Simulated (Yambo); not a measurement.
Yambo run on SnO₂ (rutile, space group P4_2/mnm, No. 136). The wavefunctions are PBE (stringent potentials; Quantum ESPRESSO, PseudoDojo norm-conserving, 102 Ry, without SOC) ones on a 2×2×4 mesh (34 occupied bands); a = 4.7665 Å, b = 4.7665 Å, c = 3.2121 Å, α = 90.00°, β = 90.00°, γ = 90.00°.

Yambo input:

```
rim_cut
gw0
dyson
el_el_corr
HF_and_locXC
ppa
em1d
RandQpts= 1000000
RandGvec= 1 Ry
EXXRLvcs= 102 Ry
VXCRLvcs= 408 Ry
Chimod= "HARTREE"
% BndsRnXp
 9 | 227 |
%
NGsBlkXp= 7 Ry
% LongDrXp
 1.0 | 1.0 | 1.0 |
%
PPAPntXp= 27.2114 eV
% GbndRnge
 1 | 227 |
%
GTermKind= "BG"
DysSolver= "n"
ExtendOut
% QPkrange
 1 | 1 | 34 | 35 |
%
```

k points by index: 1 = Γ.

Resulting energies as the program prints them:

```
#    K-point    Band    Eo [eV]    E [eV]    E-Eo [eV]    Vxc [eV]    Vnlxc [eV]    Sc|Eo [eV]    Sc|E [eV]    dSc/dw|Eo [eV]    Re(Z)    Im(Z)
#
    1    34    0.000000    -0.618002    -0.618002    -20.31492    -26.18579    5.080714    5.252871    -7.578700    0.782157    -0.001259
    1    35    1.028989    1.668105    0.639116    -16.44088    -12.38758    -3.286951    -3.414184    -5.416618    0.833988    -0.885528E-3
```
(The two width columns are left out.) Convergence of these settings isn't established.

Geometry relaxed with PBEsol.
